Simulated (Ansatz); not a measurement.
Ansatz input

```yaml
crystal:
  lattice:
    - [0.0, 2.5375454346, 2.5375454346]
    - [2.5375454346, 0.0, 2.5375454346]
    - [2.5375454346, 2.5375454346, 0.0]
  atoms:
    - { symbol: Pd, position: [0.0, 0.0, 0.0], spin: 0.5 }
    - { symbol: Pd, position: [0.5, 0.5, 0.5], spin: -0.5 }
hamiltonian:
  xc: lda
  pseudopotentials:
    kind: paw
    azcp:
      Pd: "pseudopotentials/Pd.paw.azcp"
basis:
  ecutwfc: 420
  fft_grid_basis: typed
kpoints:
  mp_grid: { grid: [18, 18, 18], shift: [0, 0, 0] }
magnetization:
  spin_polarized: true
scf:
  occupations: { method: fermi_dirac, width: 0.05 }
```

Output

```
Warning: the record states the generating functional pbe (its physics header spells it `PBE`), which answers neither for hamiltonian.xc's functional nor for the lda family's — results may be inconsistent (PPs are generated against a specific XC)
Engine: ansatz 0.2.0, aarch64-unknown-linux-gnu
Pseudopotentials: kind: paw
Pseudopotential: Pd, paw, valence charge 18, recommended cutoff 420 eV (normal) 
Functional definition: SPW92
  exchange = slater_x
  correlation = pw_c
Crystal: 2 atoms, lattice volume = 32.679 Å³
Basis set: ecut = 420 eV, 609 PW (Γ)
Bands: 23, of which v1, the nominal top of the filled ones, is band 18 counted from 1 (17 counted from 0)
Symmetry: 48 space group operations
Space group: Fm-3m (ITA 225), of the structure as read, at distance tolerance 3.2e-5 Å
Magnetic group: BNS 225.121 (UNI 1623), of the structure as read, at distance tolerance 3.2e-5 Å
k-points: 195 of 5832
Non-local potential: Pd, projectors of the file, l = 0: 2, l = 1: 2, l = 2: 2, l = 3: 1
PAW form: soft (Blöchl's): semilocal exchange-correlation on the pseudo side does not see the compensation charge
PAW frozen core: Pd, regenerated for the run's functional, and the local potential with it (the file was generated under x = pbe(κ = 0.804, μ = 0.2195149727645171), c = pbe(β = 0.06672455060314922))
PAW one-centre angular grid: Pd, 590 points (default); XC on 64 Gauss nodes
Initial density: superposition of atomic densities (chi_scale 0.1, normalization cell)
Starting moments: Σ|m| = 1 μB on 2 of 2 sites
Starting magnetic order: antiferromagnet; a translation exchanges its spin sublattices: spin-degenerate at every k-point
Initial wavefunctions: pseudopotential atomic-orbital guess
Functional: x = slater, c = lda
SCF iter   1: F=—  HF=-13690.308810 eV  |F-HF|=—  |Δ(HF+E_count)|=         —  Δρ=8.46e-2 (↑8.46e-2 ↓8.46e-2)  dr2=8.73e0  dr2_m=2.21e-1  M=0.000 μB ∫|m|=0.213 μB  β_m=0.30  ethr=3.10e-3  ⟨swp⟩=5.3  Hψ=17928  notcnv=0
spin=Collinear: Kerker preconditioning applied to the charge; magnetization (m = ρ↑ − ρ↓) channel mixes plain (no charge-response kernel on spin).
SCF iter   2: F=—  HF=-13688.704863 eV  |F-HF|=—  |Δ(HF+E_count)|=    1.60e0  Δρ=4.99e-2 (↑4.99e-2 ↓4.99e-2)  dr2=2.79e0  dr2_m=1.32e-1  M=0.000 μB ∫|m|=0.151 μB  β_m=0.30  ethr=3.10e-3  ⟨swp⟩=2.0  Hψ=8611  notcnv=0  defer=36
SCF iter   3: F=—  HF=-13687.972709 eV  |F-HF|=—  |Δ(HF+E_count)|=   7.32e-1  Δρ=2.27e-2 (↑2.27e-2 ↓2.27e-2)  dr2=1.47e-1  dr2_m=7.92e-2  M=0.000 μB ∫|m|=0.102 μB  β_m=0.30  ethr=3.10e-3  ⟨swp⟩=2.2  Hψ=7732  notcnv=0  defer=32
SCF iter   4: F=—  HF=-13687.946876 eV  |F-HF|=—  |Δ(HF+E_count)|=   2.58e-2  Δρ=1.28e-2 (↑1.28e-2 ↓1.28e-2)  dr2=1.59e-2  dr2_m=4.56e-2  M=0.000 μB ∫|m|=0.076 μB  β_m=0.30  ethr=4.09e-4  ⟨swp⟩=2.1  Hψ=10138  notcnv=0  defer=30
SCF iter   5: F=—  HF=-13687.948386 eV  |F-HF|=—  |Δ(HF+E_count)|=   1.51e-3  Δρ=9.69e-3 (↑9.69e-3 ↓9.69e-3)  dr2=3.74e-3  dr2_m=2.61e-2  M=0.000 μB ∫|m|=0.057 μB  β_m=0.30  ethr=4.42e-5  ⟨swp⟩=2.0  Hψ=6940  notcnv=0  defer=30
SCF iter   6: F=—  HF=-13687.950425 eV  |F-HF|=—  |Δ(HF+E_count)|=   2.04e-3  Δρ=7.06e-3 (↑7.06e-3 ↓7.06e-3)  dr2=1.50e-4  dr2_m=1.49e-2  M=0.000 μB ∫|m|=0.043 μB  β_m=0.30  ethr=1.04e-5  ⟨swp⟩=2.0  Hψ=6976  notcnv=0  defer=30
SCF iter   7: F=—  HF=-13687.952097 eV  |F-HF|=—  |Δ(HF+E_count)|=   1.67e-3  Δρ=5.33e-3 (↑5.33e-3 ↓5.33e-3)  dr2=4.03e-5  dr2_m=8.49e-3  M=0.000 μB ∫|m|=0.033 μB  β_m=0.30  ethr=4.18e-7  ⟨swp⟩=2.0  Hψ=6151  notcnv=0  defer=30
Mixer restart at iter 7: flushing history
spin-set hold released at iteration 7 (site moments contracting): the magnetisation degrees of freedom join the quasi-Newton model from the next iteration; the mixer history was flushed
SCF iter   8: F=—  HF=-13687.953062 eV  |F-HF|=—  |Δ(HF+E_count)|=   9.65e-4  Δρ=4.03e-3 (↑4.03e-3 ↓4.03e-3)  dr2=3.05e-5  dr2_m=4.85e-3  M=0.000 μB ∫|m|=0.025 μB  β_m=0.65  ethr=1.12e-7  ⟨swp⟩=2.0  Hψ=6399  notcnv=0  defer=30
SCF iter   9: F=—  HF=-13687.954362 eV  |F-HF|=—  |Δ(HF+E_count)|=   1.30e-3  Δρ=7.56e-5 (↑7.56e-5 ↓7.56e-5)  dr2=3.91e-6  dr2_m=5.51e-7  M=0.000 μB ∫|m|=0.000 μB  β_m=0.67  ethr=8.48e-8  ⟨swp⟩=3.1  Hψ=9799  notcnv=0  defer=30
SCF iter  10: F=—  HF=-13687.954362 eV  |F-HF|=—  |Δ(HF+E_count)|=   5.78e-7  Δρ=2.25e-5 (↑2.25e-5 ↓2.25e-5)  dr2=1.99e-7  dr2_m=7.96e-8  M=0.000 μB ∫|m|=0.000 μB  β_m=0.78  ethr=1.09e-8  ⟨swp⟩=2.4  Hψ=6967  notcnv=0  defer=30
SCF iter  11: F=—  HF=-13687.954362 eV  |F-HF|=—  |Δ(HF+E_count)|=   1.02e-7  Δρ=1.03e-5 (↑1.03e-5 ↓1.03e-5)  dr2=8.55e-8  dr2_m=4.50e-9  M=0.000 μB ∫|m|=0.000 μB  β_m=0.84  ethr=2.78e-10  ⟨swp⟩=2.0  Hψ=8774  notcnv=0
SCF iter  12: F=-13687.954362 eV  HF=-13687.954362 eV  |F-HF|=7.75e-10  |Δ(HF+E_count)|=   1.00e-8  Δρ=2.47e-6 (↑2.47e-6 ↓2.47e-6)  dr2=7.77e-9  dr2_m=2.35e-11  M=0.000 μB ∫|m|=0.000 μB  ethr=2.37e-10  ⟨swp⟩=2.0  Hψ=8762  notcnv=0
SCF 1 converged in 12 iterations: F = -13687.954362 eV  dr2 = 7.77e-9
WARN: the starting moments were not kept: the SCF closed with an absolute magnetisation of 1.4e-6 μB, where they sum to 1 μB in size (2 sites). That is at most 0.1 of that sum. Measured as dr2_m measures the in/out step, that magnetisation stands 8.2e-13 eV from none, at or under the dr2_threshold of 1.0e-7 eV: it is no larger than a step whose dr2_m would equal this threshold. The system may hold no moment; this SCF shows only that its start led to no more than that. To try another start: raise the starting moments (crystal.atoms[].spin, magnetization.per_species, magnetization.initial_magnetization, or on a non-collinear deck that types none of these the spinor_matrix: blocks that start its atoms; where the total moment is fixed, keep their sum and leave initial_magnetization as it is; typed ones take the place of any that the run laid by itself, positive ones on a crystal's lanthanoids without a Hubbard term where scf.initial_density.shell_occupations: [] is typed) or, if the notice of its spin-set hold's release reads "site moments contracting" or "site moments show no strong build", lengthen the hold (scf.mixing.spin_hold: { on: { confirm: 4 } }; for m-r²SCAN on two components see the key's manual first). Each may lead to a state that holds a moment. A second SCF, from the converged charge density, with the starting moments and any scf.initial_density.shell_occupations laid on it anew, would have followed, and was not run: the deck does not ask for one (magnetization.retry_lost_moments is false, the default). To let it run, set magnetization.retry_lost_moments: true and run the deck again, where that key's refused combinations let it; where memory then withholds it, that run's warning says so.
SCF converged after 12 iterations
Magnetization: 0.0000 μB (18.0000 up, 18.0000 down)
Absolute magnetization: 0.0000 μB (∫|ρ↑−ρ↓|, with the PAW one-centre terms)
Spin contamination: 0.0000 ħ² per cell (⟨S²⟩ above its minimum at these occupations)
Per-site moments (μB) at R_I (Å): [(5.775735236419673e-7, 1.0467374917725), (-5.775735236419673e-7, 1.0467374917725)]
Free energy (F): -13687.954362 eV
Harris-Foulkes:  -13687.954362 eV  (|F-HF|=7.75e-10)
Internal energy: -13687.929276 eV  (E = F + TS)
E sigma→0 (E₀):  -13687.941819 eV
Entropy (-TS):   -0.025086 eV (-12.543 meV/atom)
Fermi energy:    17.126189 eV
--- Per-component energies (eV) ---
  E_band       = -368.747683
  E_kinetic    = 1030.256626
  E_local      = -3978.162150  (includes V_loc(G=0)·N_el)
  E_nonlocal   = 446.768378
  E_hartree    = 1610.343769
  E_xc         = -335.024138
  E_vxc        = -422.218963  (∫ρ·V_xc dr)
  E_paw        = -7246.869834  (= ΣΔE_a)
  E_vpaw       = -666.082983  (= ΣTr[D̂ρ^β])
  E_aug_tail   = 0.000428  (compensation charges beyond the density's cutoff)
  E_ewald      = -5216.603823
  E_core_change = 1.361468  (= ΣΔE_core)
  E_smearing   = -0.025086  (= −TS)
  E_closure    = 0.000000  (closes the sum)
  Σ components = -13687.954362   (vs F -13687.954362, Δ=0.00e0)
```
